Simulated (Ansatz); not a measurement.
SiMo:
```
SiMo
1.0
    3.04646     0.00000     0.00000
    0.00000     3.04646     0.00000
    0.00000     0.00000     3.04646
Mo Si
1 1
Direct
  0.00000   0.00000   0.00000
  0.50000   0.50000   0.50000
```

Relaxed with PBE. Special points in fractions of this cell's reciprocal vectors: Γ (0.000, 0.000, 0.000); X (0.000, 0.500, 0.000); M (0.500, 0.500, 0.000); R (0.500, 0.500, 0.500).

Q: List the band energies nearest the Fermi level at these points for plane-wave PAW PBE (Ansatz code).

A: In eV from the Fermi level; about four levels below and three above (degenerate sets whole), none deeper than 8.9 eV; points with the same levels are listed once.

```csv
k,below,above
Γ,-3.38 -3.38,1.38 1.38 1.38
X,-6.85 -2.27 -1.65 -1.65,1.81 3.46 5.61
M,-3.15 -3.15 -2.83 -0.48 -0.48,3.24 4.56 5.45
R,-5.68 -5.68 -5.68 -3.39,3.38 3.38 3.78 3.78 3.78
```

Space group Pm-3m (CsCl type). The cell is a constructed one: a structure type filled with these elements; neither database checked (COD, Materials Project) lists it. Its standing as an ambient phase is unchecked. The PBE relaxation kept the symmetry of its start; its stability against distortions is not shown here. The run is not spin-polarised. Scalar-relativistic: spin–orbit coupling is off unless named, which matters more the heavier the elements.

Potentials: the later of the program's two PAW sets.
